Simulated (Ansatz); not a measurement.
GaCl3:
```
GaCl3
1.0
   -6.52593     0.00000     0.00000
   -3.26178    -1.96469    -5.55253
   -3.26255    -5.80244     0.00000
Ga Cl
2 6
Direct
  0.33714   0.09188   0.23361
  0.66286   0.90812   0.76639
  0.74662   0.99987   0.00021
  0.25338   0.00013   0.99979
  0.70226   0.17875   0.41713
  0.29774   0.82125   0.58287
  0.82473   0.54027   0.81000
  0.17527   0.45973   0.19000
```

Relaxed with LDA.

Task: Map the electron localisation function on the plane through (0.337, 0.092, 0.234) spanned by u = [0, 1, -1] and v = [-1, 1, 1] in lattice vectors, from the program Ansatz at the LDA level (PAW).

Result: x is the fraction of u, y of v (the angle between them is 89°; rows are the nearest grid lines); atoms in the plane: Ga at (0.00, 0.00), Ga at (0.14, 0.67), Cl at (0.45, 0.64), Cl at (0.69, 0.04), Cl at (0.94, 0.51), Cl at (0.21, 0.16).
```
y \ x   0.000  0.0882  0.176  0.265  0.353  0.441  0.559  0.647  0.735  0.824  0.912   1.00
------  -----  ------  -----  -----  -----  -----  -----  -----  -----  -----  -----  -----
1.00    0.397   0.130  0.254  0.272  0.084  0.037  0.847  0.830  0.708  0.751  0.137  0.397
0.925   0.183   0.192  0.105  0.020  0.003  0.015  0.661  0.845  0.768  0.399  0.210  0.183
0.850   0.115   0.112  0.073  0.026  0.013  0.018  0.009  0.077  0.116  0.032  0.065  0.115
0.775   0.122   0.170  0.179  0.151  0.357  0.691  0.520  0.042  0.002  0.006  0.034  0.122
0.700   0.203   0.042  0.018  0.284  0.799  0.859  0.879  0.443  0.010  0.052  0.120  0.203
0.625   0.525   0.146  0.089  0.363  0.793  0.242  0.846  0.373  0.049  0.687  0.738  0.525
0.550   0.731   0.671  0.196  0.275  0.776  0.894  0.792  0.069  0.409  0.901  0.666  0.731
0.450   0.902   0.779  0.165  0.010  0.045  0.046  0.016  0.010  0.166  0.795  0.852  0.902
0.375   0.596   0.111  0.011  0.006  0.005  0.016  0.033  0.026  0.012  0.170  0.616  0.596
0.300   0.020   0.288  0.657  0.488  0.043  0.015  0.033  0.026  0.010  0.004  0.008  0.020
0.225   0.448   0.866  0.887  0.846  0.658  0.030  0.014  0.028  0.052  0.025  0.017  0.448
0.150   0.406   0.810  0.307  0.766  0.863  0.084  0.438  0.834  0.819  0.478  0.090  0.406
0.0750  0.209   0.459  0.800  0.845  0.711  0.029  0.806  0.778  0.723  0.771  0.240  0.209
0.000   0.397   0.130  0.254  0.272  0.084  0.037  0.847  0.830  0.708  0.751  0.137  0.397
```

The density is the valence pseudo-density with augmentation charge, so density and ELF within about 1 Å of a nucleus are not all-electron values.

Space group C2/m. The first step of the workflow began from a Materials Project structure, measured or hypothetical; the Crystallography Open Database files this formula in space group No. 12, but the cells were not matched. Its standing as an ambient phase is unchecked. The cell was relaxed with LDA under the symmetry of its start; whether a distortion lowers the energy is not shown. A crystal of weakly bound molecules computed without a dispersion correction: the cell and the soft elastic constants depend strongly on that.

Potentials: the later of the program's two PAW sets.
